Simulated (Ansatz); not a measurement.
CsPbBr₃:
```yaml
crystal:
  lattice:
    - [5.99876, 0.00000, 0.00000]
    - [0.00000, 5.99876, 0.00000]
    - [0.00000, 0.00000, 5.99876]
  atoms:
    - { symbol: Cs, position: [0.00000, 0.00000, 0.00000] }
    - { symbol: Pb, position: [0.50000, 0.50000, 0.50000] }
    - { symbol: Br, position: [0.00000, 0.50000, 0.50000] }
    - { symbol: Br, position: [0.50000, 0.50000, 0.00000] }
    - { symbol: Br, position: [0.50000, 0.00000, 0.50000] }
```

Relaxed with PBE. Special points in fractions of this cell's reciprocal vectors: Γ (0.000, 0.000, 0.000); X (0.000, 0.500, 0.000); M (0.500, 0.500, 0.000); R (0.500, 0.500, 0.500).

### Question
List the band energies nearest the valence-band maximum at these points for DFT-PBE in the program Ansatz with PAW potentials.

### Answer
In eV from the valence-band maximum; about four levels below and three above (degenerate sets whole), none deeper than 8.9 eV; points with the same levels are listed once.

```json
[
 {"k": "Γ", "below": "-1.75 -1.75 -1.75 -1.66 -1.66 -1.66", "above": "3.28 4.48 4.48"},
 {"k": "X", "below": "-1.86 -1.74 -1.74 -1.22", "above": "2.69 4.67 5.29"},
 {"k": "M", "below": "-1.94 -1.94 -1.92 -1.33 -0.60", "above": "2.26 2.26 4.92"},
 {"k": "R", "below": "-1.32 -1.32 -1.32 0.00", "above": "1.78 1.78 1.78"}
]
```

Space group Pm-3m (cubic perovskite). This is a known high-temperature phase of the composition, computed here at zero pressure and temperature. The PBE relaxation kept the symmetry of its start; its stability against distortions is not shown here. Scalar-relativistic: spin–orbit coupling is off unless named, which matters more the heavier the elements.

Potentials: the later of the program's two PAW sets.
